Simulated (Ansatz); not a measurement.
## Equation of state of TiTc from a dense series

```
CELL_PARAMETERS angstrom
3.11000 0.00000 0.00000
0.00000 3.11000 0.00000
0.00000 0.00000 3.11000
ATOMIC_POSITIONS crystal
Ti 0.50000 0.50000 0.50000
Tc 0.00000 0.00000 0.00000
```

Atom numbers follow the list: Ti1, Tc2.

The conventional cell has a = 3.110 Å, b = 3.110 Å, c = 3.110 Å, α = 90.00°, β = 90.00°, γ = 90.00°. Ti (atom 1) has 8 Tc at 2.69 Å as nearest neighbours. Tc (atom 2) has 8 Ti at 2.69 Å as nearest neighbours.

The geometry is COD entry 1527274, unchecked; take it as a test cell.

Spin polarisation is left out, and whether a magnetic state lies lower isn't shown here.

The calculation used DFT, PBEsol, all-electron LAPW, scalar-relativistic in Ansatz 0.2.0.

Sampling and basis: a Γ-centred 12×12×12 k mesh, Fermi–Dirac smearing of 0.08 eV, basis error target 0.25 meV/atom, no spin polarisation.

The cell is scaled evenly. Fractional coordinates are held (clamped ions).

| V (Å³/atom) | P (GPa) |
| --- | --- |
| 14.138 | 5.06 |
| 14.439 | 0.19 |
| 14.739 | -4.18 |
| 14.890 | -6.20 |
| 15.040 | -8.12 |
| 15.191 | -9.93 |
| 15.341 | -11.65 |
| 15.642 | -14.83 |

Fit a third-order Birch–Murnaghan curve to the pressures.

P = (3B0/2)(y^(7/2) − y^(5/2))[1 + (3/4)(B0′ − 4)(y − 1)] with y = (V0/V)^(2/3) fits within 0.01 GPa for V0 = 14.451 Å³/atom, B0 = 220.6 GPa and B0′ = 4.14.

Predict the pressure at the withheld volume, 15.943 Å³/atom.

There y = 0.9366, so the fit gives -17.69 GPa; the run gave -17.67 GPa.
